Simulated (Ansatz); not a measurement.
Values for one crystal, relaxed and computed with PBE in the plane-wave PAW code Ansatz; other levels are named.

- Volume per atom = 29.75 Å³
- Band gap = 0.54 eV (direct)
- Bulk modulus (Birch–Murnaghan fit) = 44.6 GPa
- Hole effective mass, band 2 of 2 at the edge = 0.062 along x, 1.6 along z (mₑ)
- Hole effective mass, band 1 of 2 at the edge = 1.6 along x, 1.6 along z (mₑ)
- Conduction-band minimum = at Γ
- Pressure derivative B′ = 4.7

### Question
Which compound is it?
A. CdSe, wurtzite
B. KCdCO3F, P-6m2 (Pearson symbol hP7)
C. CaO, rock salt
D. NaF, rock salt

### Answer
A, CdSe, wurtzite

Space group P6_3mc (wurtzite). Symmetry was held in the PBE relaxation. Spin–orbit coupling is left out wherever it is not named.

Potentials: the later of the program's two PAW sets.
